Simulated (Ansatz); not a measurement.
TaRu:
```xyz
2
Lattice="3.0215 0.0000 0.0000 0.0000 3.0215 0.0000 0.0000 0.0000 3.3925" Properties=species:S:1:pos:R:3 pbc="T T T"
Ta     1.5107     1.5107     1.6962
Ru     0.0000     0.0000     0.0000
```

Relaxed with PBEsol. Special points in fractions of this cell's reciprocal vectors: Γ (0.000, 0.000, 0.000); X (0.000, 0.500, 0.000); M (0.500, 0.500, 0.000); Z (0.000, 0.000, 0.500); R (0.000, 0.500, 0.500); A (0.500, 0.500, 0.500).

Q: List the band energies nearest the Fermi level at these points for PBEsol with spin–orbit coupling in the plane-wave PAW code Ansatz.

A: In eV from the Fermi level; about four levels below and three above (degenerate sets whole), none deeper than 8.9 eV; points with the same levels are listed once.

```csv
k,below,above
Γ,-2.35 -2.35 -1.45 -1.45,0.40 0.40 1.90 1.90
X,-1.20 -1.20 -0.78 -0.78,0.55 0.55 1.82 1.82
M,-4.72 -4.72 -4.72 -4.72,0.33 0.33 1.08 1.08
Z,-1.68 -1.68 -0.78 -0.78,0.01 0.01 0.70 0.70
R,-3.46 -3.46 -0.93 -0.93,0.23 0.23 0.63 0.63
A,-2.58 -2.58 -0.36 -0.36,0.38 0.38 3.79 3.79
```

Space group P4/mmm (L1₀ or tetragonal B2). The first step of the workflow began from a Materials Project structure, measured or hypothetical; the Crystallography Open Database files this formula in space group No. 123, but the cells were not matched. Whether it is the stable phase at ambient conditions was not checked. The PBEsol relaxation kept the symmetry of its start; of distortions, only those at the zone centre were tested. The run is not spin-polarised.

Potentials: the later of the program's two PAW sets.
